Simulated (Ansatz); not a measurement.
Ir (fcc, Cu type)

```xyz
1
Lattice="0.0000 1.9354 1.9354 1.9354 0.0000 1.9354 1.9354 1.9354 0.0000" Properties=species:S:1:pos:R:3 pbc="T T T"
Ir     0.0000     0.0000     0.0000
```

The slice is a {111} plane (indices of the conventional cell) through the point (0.000, 0.000, 0.000) (fractional), spanned by u = [100] and v = [-1 2 0] in vectors of this cell: u (2.74 Å) and v (4.74 Å, at 90° to u). It covers one period; positions are fractions (u, v).

The numbers are results of PBE (plane waves to 420 eV, PAW, scalar-relativistic; Ansatz, a quantum-chemistry and plane-wave program), not measurements. k mesh 21×21×21. Inside the PAW spheres the values are not all-electron values, and peaks at nuclei hang on which shells count as valence. Ir is run without spin polarisation. Ir was relaxed with its symmetry unable to fall. Spin-orbit coupling is left out, though Ir is heavy.

### Question
What is the valence density on the shortest Ir–Ir line in this plane (2.74 Å), at its midpoint?

### Answer
0.43 e/Å³.

### Question
What is the ELF at the midpoint of the shortest Ir–Ir line in this plane (2.74 Å)?

### Answer
0.36.

### Question
Sketch the electrostatic potential energy of an electron, from the cell's mean on this plane as a map.

### Answer
```
|xxxxxxxxxx337733xxxxxxxx|
|xxxxxxxx0066886600xxxxxx|
|xxxxxxxx3388998833xxxxxx|
|xxxx003377889988773300xx|
|445566666655445566666655|
|9988773300xxxxxx00337788|
|998833xxxxxxxxxxxxxx3388|
|886600xxxxxxxxxxxxxx0066|
|7733xxxxxxxxxxxxxxxxxx33|
|6622xxxxxxxxxxxxxxxxxx22|
|7733xxxxxxxxxxxxxxxxxx33|
|886600xxxxxxxxxxxxxx0066|
|998833xxxxxxxxxxxxxx3388|
|9988773300xxxxxx00337788|
|445566666655445566666655|
|xxxx003377889988773300xx|
|xxxxxxxx3388998833xxxxxx|
|xxxxxxxx0066886600xxxxxx|
|xxxxxxxxxx337733xxxxxxxx|
|xxxxxxxxxx226622xxxxxxxx|
```
Scale: ten equal steps from 5.00 (start of '0') to 13.08 (end of '9'), in the order '0123456789'. Values: electrostatic potential energy of an electron, from the cell's mean, in eV. The map has 12 points along u (two characters each, u = 0 at the left) and 20 along v (v = 0 in the bottom row). Points within 1 Å of a nucleus are blanked (x), as the pseudised field means little there. Values under 5 eV are set to 5. The zero, the cell's mean, hangs on the PAW cores.
